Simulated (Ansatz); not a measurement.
Put SrBe in P-6m2 (No. 187): Sr on 1a; Be on 1d. Recipe of this trial structure of SrBe: close-packed layers stacked AB (elements of the layers in order: Sr Be).

Level of theory: Ansatz 0.2.0, DFT PBE, scalar-relativistic, plane waves, PAW. Cutoff 420 eV, Γ-centred mesh, Gaussian smearing, no spin polarisation.

Formation energies are uncorrected and refer to the elements' standard structures at the same level.

Problem. Give the relaxed lattice parameters and positions.

Solution.

Space group P-6m2 (No. 187). a = 4.211 Å, b = 4.211 Å, c = 4.056 Å, α = 90.00°, β = 90.00°, γ = 120.00°
```csv
atom,site,symmetry,x,y,z
Sr,1a,-6m2,0.0000,0.0000,0.0000
Be,1d,-6m2,0.3333,0.6667,0.5000
```

It has the tungsten carbide type. Sr has 6 Be at 3.17 Å and 8 Sr at 4.06–4.21 Å; around Be lie 6 Sr at 3.17 Å. Another local minimum with the same sites may exist.

Problem. And its energy and gap?

Solution. The energy over the elements is +0.78 eV/atom and the gap on the 18×18×12 mesh of the 2-atom cell is 0 eV (a metal). It can't be a ground state, since the elements alone are lower.

The last run used Gaussian smearing of 0.10 eV. Symmetry constrained the relaxation, so the result can be a saddle point.
